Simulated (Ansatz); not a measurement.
## Structure optimisation: molybdenum, hcp

The calculation used Ansatz 0.2.0, DFT, BLYP, plane waves (420 eV) with PAW, scalar-relativistic. (PAW data from PBE, frozen cores regenerated.)

k-point mesh 13×13×7, Fermi-Dirac smearing 0.1 eV, no spin polarisation. Cell and atoms relax.

Starting structure:

```xyz
2
Lattice="2.8039 0.0000 0.0000 -1.4020 2.4283 0.0000 0.0000 0.0000 4.5788" Properties=species:S:1:pos:R:3 pbc="T T T"
Mo    0.0000    1.6188    1.1447
Mo    1.4020    0.8094    3.4341
```

Q: The pressure at the start is 16.5 GPa. By how much does the volume change?

A: From 15.59 to 16.78 Å³ per atom, 7.6 %. The final cell has a = 2.791 Å, c = 4.974 Å (c/a = 1.782).

Q: How much energy does the relaxation gain?

A: 78.4 meV per atom.
